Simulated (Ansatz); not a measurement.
Polymorphs of Be, each relaxed with DFT-PBE in the program Ansatz with PAW potentials:

A: fcc (Cu type) (Fm-3m)
a = b = c = 3.158 Å, α = β = γ = 90.00°

```csv
atom,site,symmetry,x,y,z
Be,4a,m-3m,0.0000,0.0000,0.0000
```

B: diamond (Fd-3m)
a = 4.8986 Å, b = 4.8986 Å, c = 4.8986 Å, α = 90.00°, β = 90.00°, γ = 90.00°

```tsv
atom	site	symmetry	x	y	z
Be	8b	-43m	0.5000	0.5000	0.5000
```

Rank these by energy per atom at 0 K (lowest first), as PBE gives it.

A (+0 meV/atom), B (+1557 meV/atom)

Constructed cells (a structure type filled with these elements, in neither database checked): B. Typed or built starts, not in the databases checked: A. Not the usual ambient phase: A; B. Unstable at this level: B. All cells were relaxed under the symmetry of their starts (and spin orders); stability against distortions was not tested throughout.

Energies hold the estimated change up to a 700 eV cutoff; steps of a few meV lie near the error of the meshes.

Potentials: the later of the program's two PAW sets.
